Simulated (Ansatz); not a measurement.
GaCuSe2 in space group R-3m (No. 166; Ga on 3a, Cu on 3b, Se on 6c) under volume change, DFT-PBE in the program Ansatz with PAW potentials, shape and atoms relaxed at each volume.

```csv
V (Å³/atom),E − E(relaxed) (meV/atom),P (GPa)
17.013,42.4,8.86
17.574,17.7,5.38
18.135,4.1,2.45
18.696,0.0,0.00
19.256,3.7,-2.07
19.817,14.1,-3.80
20.378,30.0,-5.24
```

### Question
What does a third-order Birch–Murnaghan fit give for V₀, B₀ and B′?

### Answer
V₀ = 18.69 Å³/atom, B₀ = 74.8 GPa, B′ = 4.8.

The cell is a constructed one: a structure type filled with these elements; neither database checked (COD, Materials Project) lists it. It is not the phase usual at ambient conditions (space group No. 122). Symmetry was held in the PBE relaxation; whether a distortion lowers the energy is not shown. No spin polarisation was allowed.

Potentials: the later of the program's two PAW sets.
